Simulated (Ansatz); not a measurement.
MgTe:
```yaml
crystal:
  lattice:
    - [0.00000, 3.21948, 3.21948]
    - [3.21948, 0.00000, 3.21948]
    - [3.21948, 3.21948, 0.00000]
  atoms:
    - { symbol: Mg, position: [0.00000, 0.00000, 0.00000] }
    - { symbol: Te, position: [0.25000, 0.25000, 0.25000] }
```

Tensor components refer to the Cartesian frame of this cell.

Q: Give the high-frequency dielectric tensor and the Born effective charge tensors of the independent atoms from DFPT, the program Ansatz at the PBEsol level (PAW).

A: 
ε∞:
```
5.61  0.00  0.00
0.00  5.61  0.00
0.00  0.00  5.61
```
Z* of atom 1 (Mg), rows: field, columns: displacement, in e:
```
1.91  0.00  0.00
0.00  1.91  0.00
0.00  0.00  1.91
```
Z* of atom 2 (Te), rows: field, columns: displacement, in e:
```
-1.91   0.00   0.00
 0.00  -1.91   0.00
 0.00   0.00  -1.91
```

Static charges for comparison (Bader): Mg1 +1.53, Te2 -1.53 e. Born charges measure polarisation by displacement and can exceed these by far.

Space group F-43m (zinc blende). The PBEsol relaxation kept the symmetry of its start. Spin–orbit coupling is left out wherever it is not named.

Potentials: the later of the program's two PAW sets.
